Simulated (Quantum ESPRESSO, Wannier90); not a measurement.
Wannier functions of YGe (Cmcm)

Structure: Materials Project mp-9971, symmetrised, not relaxed again. Not found in the COD (Crystallography Open Database) copy used; not checked further. Method: PBEsol plane waves in Quantum ESPRESSO 7.5 (PseudoDojo norm-conserving files, 63 Ry, no spin polarisation, no spin-orbit coupling), Bloch states on a 6×6×6 mesh through Γ, Wannier90 4.0.1. Density: 8×8×8 mesh, cold smearing 0.01 Ry. Spin-orbit coupling, left out, would split the p-like bands by a few tenths of an eV.

On the energy scale of pw.x, whose zero is arbitrary, the Fermi level lies at 11.98 eV.

Input w.win:

```
num_bands = 2
num_wann = 2
exclude_bands = 3-58
num_iter = 800
conv_tol = 1.0e-6
conv_window = 4
write_hr = true
write_u_matrices = true
auto_projections = true
begin unit_cell_cart
ang
    0.0000000000    0.0000000000    3.9546000000
   -4.2825600000    0.0000000000    0.0000000000
    2.1412800000   -5.3622000000    0.0000000000
end unit_cell_cart
begin atoms_frac
Y   -0.2500000000  0.1386100000  0.2772200000
Y    0.2500000000 -0.1386100000 -0.2772200000
Ge  -0.2500000000  0.4156200000 -0.1687600000
Ge   0.2500000000 -0.4156200000  0.1687600000
end atoms_frac
mp_grid = 6 6 6
begin kpoints
0.0000000000 0.0000000000 0.0000000000
0.0000000000 0.0000000000 0.1666666667
0.0000000000 0.0000000000 0.3333333333
... (213 more lines: the 6x6x6 mesh through Gamma)
end kpoints
```

Input of pw2wannier90.x that gives the overlap and projection files (equivalent; here they were cut from one run over all bands):

```
&inputpp
  outdir = './out'
  prefix = 'pwscf'
  seedname = 'w'
  write_amn = .true.
  write_mmn = .true.
  atom_proj = .true.
  atom_proj_exclude = 2 3 4 5 6 7 8 9 10 12 13 14 15 16 17 18 19 20 21 22 23 24 25 26 27 28 29 30 31 32 33 34 35 36 37 38
/
```

Output w.wout (banner and timings cut):

```
                                    ------
                                    SYSTEM
                                    ------

                              Lattice Vectors (Ang)
                    a_1     0.000000   0.000000   3.954600
                    a_2    -4.282560   0.000000   0.000000
                    a_3     2.141280  -5.362200   0.000000

                   Unit Cell Volume:      90.81321  (Ang^3)

                        Reciprocal-Space Vectors (Ang^-1)
                    b_1     0.000000   0.000000   1.588830
                    b_2    -1.467156  -0.585878   0.000000
                    b_3     0.000000  -1.171755   0.000000

 *----------------------------------------------------------------------------*
 |   Site       Fractional Coordinate          Cartesian Coordinate (Ang)     |
 +----------------------------------------------------------------------------+
 | y    1  -0.25000   0.13861   0.27722   |    0.00000  -1.48651  -0.98865    |
 | y    2   0.25000  -0.13861  -0.27722   |    0.00000   1.48651   0.98865    |
 | ge   1  -0.25000   0.41562  -0.16876   |   -2.14128   0.90492  -0.98865    |
 | ge   2   0.25000  -0.41562   0.16876   |    2.14128  -0.90492   0.98865    |
 *----------------------------------------------------------------------------*
                                ------------
                                K-POINT GRID
                                ------------

             Grid size =  6 x  6 x  6      Total points =  216

 *---------------------------------- MAIN ------------------------------------*
 |  Number of Wannier Functions               :                 2             |
 |  Number of Objective Wannier Functions     :                 2             |
 |  Number of input Bloch states              :                 2             |
 |  Output verbosity (1=low, 5=high)          :                 1             |
 |  Timing Level (1=low, 5=high)              :                 1             |
 |  Optimisation (0=memory, 3=speed)          :                 3             |
 |  Length Unit                               :               Ang             |
 |  Post-processing setup (write *.nnkp)      :                 F             |
 |  Using Gamma-only branch of algorithms     :                 F             |
 *----------------------------------------------------------------------------*
 *------------------------------- WANNIERISE ---------------------------------*
 |  Total number of iterations                :               800             |
 |  Number of CG steps before reset           :                 5             |
 |  Trial step length for line search         :             2.000             |
 |  Convergence tolerence                     :         0.100E-05             |
 |  Convergence window                        :                 4             |
 |  Iterations between writing output         :                 1             |
 |  Iterations between backing up to disk     :               100             |
 |  Write r^2_nm to file                      :                 F             |
 |  Write xyz WF centres to file              :                 F             |
 |  Write on-site energies <0n|H|0n> to file  :                 F             |
 |  Use guiding centre to control phases      :                 F             |
 |  Use phases for initial projections        :                 F             |
 *----------------------------------------------------------------------------*
 *-------------------------------- PLOTTING ----------------------------------*
 |  Plotting Hamiltonian in WF basis          :                 T             |
 *----------------------------------------------------------------------------*

 *---------------------------------- K-MESH ----------------------------------*
 +----------------------------------------------------------------------------+
 |                    Distance to Nearest-Neighbour Shells                    |
 |                    ------------------------------------                    |
 |          Shell             Distance (Ang^-1)          Multiplicity         |
 |          -----             -----------------          ------------         |
 |             1                   0.195293                      2            |
 |             2                   0.263302                      4            |
 |             3                   0.264805                      2            |
 |             4                   0.329030                      4            |
 |             5                   0.373429                      8            |
 |             6                   0.381584                      4            |
 |             7                   0.390585                      2            |
 |             8                   0.464465                      8            |
       ... (lines left out)
 +----------------------------------------------------------------------------+
 | The b-vectors are chosen automatically                                     |
 | The following shells are used:                       1,  2,  3             |
 +----------------------------------------------------------------------------+
 |                        Shell   # Nearest-Neighbours                        |
 |                        -----   --------------------                        |
 |                          1               2                                 |
 |                          2               4                                 |
 |                          3               2                                 |
 +----------------------------------------------------------------------------+
 | Completeness relation is fully satisfied [Eq. (B1), PRB 56, 12847 (1997)]  |
 +----------------------------------------------------------------------------+
 |                  b_k Vectors (Ang^-1) and Weights (Ang^2)                  |
 |                  ----------------------------------------                  |
 |            No.         b_k(x)      b_k(y)      b_k(z)        w_b           |
 |            ---        --------------------------------     --------        |
 |             1         0.000000   -0.195293    0.000000    11.019336        |
 |             2         0.000000    0.195293    0.000000    11.019336        |
 |             3        -0.244526   -0.097646    0.000000     4.181092        |
 |             4        -0.244526    0.097646    0.000000     4.181092        |
 |             5         0.244526    0.097646    0.000000     4.181092        |
 |             6         0.244526   -0.097646    0.000000     4.181092        |
 |             7         0.000000    0.000000    0.264805     7.130466        |
 |             8         0.000000    0.000000   -0.264805     7.130466        |
 +----------------------------------------------------------------------------+
 |                           b_k Directions (Ang^-1)                          |
 |                           -----------------------                          |
 |            No.           x           y           z                         |
 |            ---        --------------------------------                     |
 |             1         0.000000   -0.195293    0.000000                     |
 |             2        -0.244526   -0.097646    0.000000                     |
 |             3        -0.244526    0.097646    0.000000                     |
 |             4         0.000000    0.000000    0.264805                     |
 +----------------------------------------------------------------------------+

 Starting a new Wannier90 calculation ...

 Reading overlaps from w.mmn

 Reading projections from w.amn

 *------------------------------- WANNIERISE ---------------------------------*
 +--------------------------------------------------------------------+<-- CONV
 | Iter  Delta Spread     RMS Gradient      Spread (Ang^2)            |<-- CONV
 +--------------------------------------------------------------------+<-- CONV

 ------------------------------------------------------------------------------
 Initial State
  WF centre and spread    1  ( -0.000000, -1.485846, -0.988650 )     0.52506564
  WF centre and spread    2  (  0.000000,  1.485846,  0.988650 )     0.52506564
  Sum of centres and spreads ( -0.000000, -0.000000,  0.000000 )     1.05013128

      0     0.105E+01     0.0000000000        1.0501312787  <-- CONV
        O_D=      0.0000000 O_OD=      0.0000003 O_TOT=      1.0501313 <-- SPRD
 ------------------------------------------------------------------------------
      1    -0.111E-14     0.0000003371        1.0501312787  <-- CONV
        O_D=      0.0000000 O_OD=      0.0000003 O_TOT=      1.0501313 <-- SPRD
      2    -0.200E-14     0.0000003361        1.0501312787  <-- CONV
        O_D=      0.0000000 O_OD=      0.0000003 O_TOT=      1.0501313 <-- SPRD
      3    -0.333E-14     0.0000003340        1.0501312787  <-- CONV
        O_D=      0.0000000 O_OD=      0.0000003 O_TOT=      1.0501313 <-- SPRD
      4    -0.400E-14     0.0000003310        1.0501312787  <-- CONV
        O_D=      0.0000000 O_OD=      0.0000003 O_TOT=      1.0501313 <-- SPRD
             <<<     Delta < 1.000E-06  over  4 iterations     >>>
             <<< Wannierisation convergence criteria satisfied >>>
 Final State
  WF centre and spread    1  ( -0.000000, -1.485846, -0.988650 )     0.52506564
  WF centre and spread    2  (  0.000000,  1.485846,  0.988650 )     0.52506564
  Sum of centres and spreads ( -0.000000, -0.000000,  0.000000 )     1.05013128

         Spreads (Ang^2)       Omega I      =     1.050131001
        ================       Omega D      =     0.000000000
                               Omega OD     =     0.000000277
    Final Spread (Ang^2)       Omega Total  =     1.050131279
```
